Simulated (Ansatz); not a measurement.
Starting cell, MoTe₂ (space group P2_1/m):

```yaml
crystal:
  lattice:
    - [6.29211, 0.00000, 0.00000]
    - [0.00000, 3.43888, 0.00000]
    - [-0.88906, 0.00000, 13.33711]
  atoms:
    - { symbol: Te, position: [0.55718, 0.25000, 0.34749] }
    - { symbol: Te, position: [0.44282, 0.75000, 0.65251] }
    - { symbol: Te, position: [0.58705, 0.75000, 0.10480] }
    - { symbol: Te, position: [0.41295, 0.25000, 0.89520] }
    - { symbol: Te, position: [0.09494, 0.25000, 0.15307] }
    - { symbol: Te, position: [0.90506, 0.75000, 0.84693] }
    - { symbol: Mo, position: [0.32002, 0.25000, 0.50661] }
    - { symbol: Mo, position: [0.67998, 0.75000, 0.49339] }
    - { symbol: Te, position: [0.05545, 0.75000, 0.39487] }
    - { symbol: Te, position: [0.94455, 0.25000, 0.60513] }
    - { symbol: Mo, position: [0.18171, 0.75000, 0.00789] }
    - { symbol: Mo, position: [0.81829, 0.25000, 0.99211] }
```

The atoms are displaced by Q × the pattern below (from a DFPT mode at Γ, largest move 1; Q in Å), at fixed cell.

| atom | x | y | z |
|---|---|---|---|
| Te1 | -0.001 | 0.000 | 0.003 |
| Te2 | -0.001 | 0.000 | 0.003 |
| Te3 | 0.599 | 0.000 | -0.141 |
| Te4 | 0.599 | 0.000 | -0.141 |
| Te5 | 0.155 | 0.000 | 0.084 |
| Te6 | 0.155 | 0.000 | 0.084 |
| Mo7 | -0.004 | 0.000 | 0.004 |
| Mo8 | -0.004 | 0.000 | 0.004 |
| Te9 | 0.000 | 0.000 | -0.007 |
| Te10 | 0.000 | 0.000 | -0.007 |
| Mo11 | -0.997 | 0.000 | 0.078 |
| Mo12 | -0.997 | 0.000 | 0.078 |

Computed with LDA (plane waves to 420 eV, PAW, scalar-relativistic; Ansatz, a program for electronic structure). k mesh 6×11×3 (Γ-centred), Fermi-Dirac smearing 0.05 eV. The energy includes the smearing's −TS. Compression counts positive. With partly filled bands, energies and forces of such displacements shift with the k mesh and the smearing. MoTe2 is run without spin polarisation. MoTe2 was relaxed with its symmetry unable to fall. Spin-orbit coupling is left out, though Te is heavy. ΔE is measured from the undisplaced structure.

Predict the ΔE (meV/cell) and P (GPa) at Q (Å) = -0.150, -0.120, -0.090, 0.030, 0.090.


```tsv
Q (Å)	ΔE (meV/cell)	P (GPa)
-0.150	540	0.9
-0.120	344	0.6
-0.090	193	0.3
0.030	21	0.0
0.090	193	0.3
```

(For displaced atoms, the force is minus the slope of the energy, and its curvature is a force constant, which sets phonon frequencies.)
